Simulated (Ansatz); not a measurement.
LaAs, DFT, PBEsol, all-electron LAPW, scalar-relativistic (Ansatz 0.2.0), run on 1 thread of Arm Neoverse V2 on a shared host.

The cell is COD entry 9008656, as deposited and not checked against the literature; nothing was relaxed.

Command: `ansatz run input.yaml --threads 1 --pin off --max-ram 3072MiB --backend cpu --events-out ev --progress --plain --runs-dir out`

```yaml
crystal:
  lattice:
    - [0.0, 3.0625, 3.0625]
    - [3.0625, 0.0, 3.0625]
    - [3.0625, 3.0625, 0.0]
  atoms:
    - { symbol: La, position: [0.0, 0.0, 0.0] }
    - { symbol: As, position: [0.5, 0.5, 0.5] }
kpoints:
  mp_grid: { grid: [12, 12, 12] }
  band_path:
    path:
      - [0.0, 0.0, 0.0]
      - [0.5, 0.0, 0.5]
      - [0.625, 0.25, 0.625]
      - [0.375, 0.375, 0.75]
      - [0.0, 0.0, 0.0]
      - [0.5, 0.5, 0.5]
      - [0.5, 0.25, 0.75]
      - [0.5, 0.0, 0.5]
    npoints: 14
scf:
  occupations: { method: fermi_dirac, width: 0.05 }
hamiltonian:
  xc: pbesol
  pseudopotentials: { kind: all_electron, lapw: { basis_error: 0.001 } }
output:
  forces: true
  stress: true
  eigenvalues: true
  populations: true
  dos: { projected: true, de: 0.2, e_range: [-14, 8] }
```

**Question.** How large is the problem that the program sets up?

**Answer.** 72 irreducible k-points, 283 plane waves at Γ, 32 bands.

**Question.** Estimate the wall time and the peak memory.

**Answer.** 28 s of wall time for 10 SCF iterations, with a peak of 0.37 GiB. Times on shared machines scatter by tens of per cent.

**Question.** And the same cell and mesh by PAW (frozen-core files), asked for forces, stress, eigenvalues, efg, populations, bader, dos, write_density, write_potential, elf and the same band path, on the same hardware?

**Answer.** 15 s, peak memory 0.45 GiB.

**Question.** And the same cell and mesh by all-electron PAW (datasets made for this crystal), asked for forces, stress, eigenvalues, efg and the same band path, on the same hardware?

**Answer.** 24 s, peak memory 0.6 GiB.
